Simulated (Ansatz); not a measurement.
Recipe of this trial structure of YPdC6N6: cyanide-bridged rock-salt net of two metals, 0 guest cations a cell (Fm-3m, No. 225). Lengths were set from tabulated atomic sizes, so they are only a guess.

```
Y Pd C N
1.0
     0.00000    5.31800    5.31800
     5.31800    0.00000    5.31800
     5.31800    5.31800    0.00000
Y Pd C N
1 1 6 6
Direct
  0.50000 0.50000 0.50000
  0.00000 0.00000 0.00000
  0.81779 0.18221 0.18221
  0.18221 0.81779 0.18221
  0.18221 0.18221 0.81779
  0.18221 0.81779 0.81779
  0.81779 0.18221 0.81779
  0.81779 0.81779 0.18221
  0.70778 0.29222 0.29222
  0.29222 0.70778 0.29222
  0.29222 0.29222 0.70778
  0.29222 0.70778 0.70778
  0.70778 0.29222 0.70778
  0.70778 0.70778 0.29222
```

These are results of DFT PBE, scalar-relativistic, plane waves, PAW (Ansatz 0.2.0), not measurements. Cutoff 420 eV, Gaussian smearing, Γ-centred meshes. Cell and atoms relax first on a coarse mesh and then on a finer one. In between, the cell is made exact in the group found at 0.06 Å. In metals the finer mesh still leaves noise of several meV/atom or more. The steps can't lower the symmetry of their start. Collinear spin is switched on along the way, since trial moments persisted in a coarse test.

A guess keeps its type if space group and coordination stay and the shape of the cell changes little (axis ratios within about 15 %, angles within 6°); the volume may change.

**Question.** Does it keep its structure type, or change into something else?

**Answer.** It keeps its type. The symmetry stays Fm-3m (No. 225). The volume per atom grows by 18.9 %, from 21.5 to 25.6 Å³. The shortest distance stays 1.17 Å (C–N). Counting neighbours within 15 % of an atom's shortest distance, the start has C 1, N 1, Pd 6, Y 6 and the end C 1, N 1, Pd 6, Y 6.

The last run used collinear spin, a 6×6×6 mesh for its 14-atom cell and Gaussian smearing of 0.10 eV. The magnetic state reached may not be the lowest. A structure relaxed within its symmetry needn't be a true minimum.
